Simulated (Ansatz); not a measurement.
MgAl2C2:
Space group P-3m1 (No. 164); a = b = 3.373 Å, c = 5.785 Å, α = β = 90.00°, γ = 120.00°

```csv
atom,site,symmetry,x,y,z
Mg,1a,-3m.,0.0000,0.0000,0.0000
Al,2d,3m.,0.6667,0.3333,0.3505
C,2d,3m.,0.3333,0.6667,0.2703
```

Relaxed at zero pressure with the program Ansatz at the r²SCAN level (PAW).

Q: The volume is lowered by 9 % and shape and atoms relax at that volume. What pressure results, and how do the axes share the change?

A: 15.9 GPa; a -2.5 %, b -2.5 %, c -4.3 %; the energy rises by 47 meV/atom.

Q: Give the new structure.

A: 
Space group P-3m1 (No. 164); a = b = 3.2894 Å, c = 5.5339 Å, α = β = 90.00°, γ = 120.00°

```json
[
 {"atom": "Mg", "site": "1a", "symmetry": "-3m.", "x": "0.0000", "y": "0.0000", "z": "0.0000"},
 {"atom": "Al", "site": "2d", "symmetry": "3m.", "x": "0.6667", "y": "0.3333", "z": "0.3488"},
 {"atom": "C", "site": "2d", "symmetry": "3m.", "x": "0.3333", "y": "0.6667", "z": "0.2644"}
]
```

The phase is kept; no other phase was compared at this pressure.

The first step of the workflow began from a Materials Project structure, measured or hypothetical; the Crystallography Open Database copy checked does not list it. Whether it is the stable phase at ambient conditions was not checked. Symmetry was held in the r²SCAN relaxation; whether a distortion lowers the energy is not shown.

Potentials: the later of the program's two PAW sets.
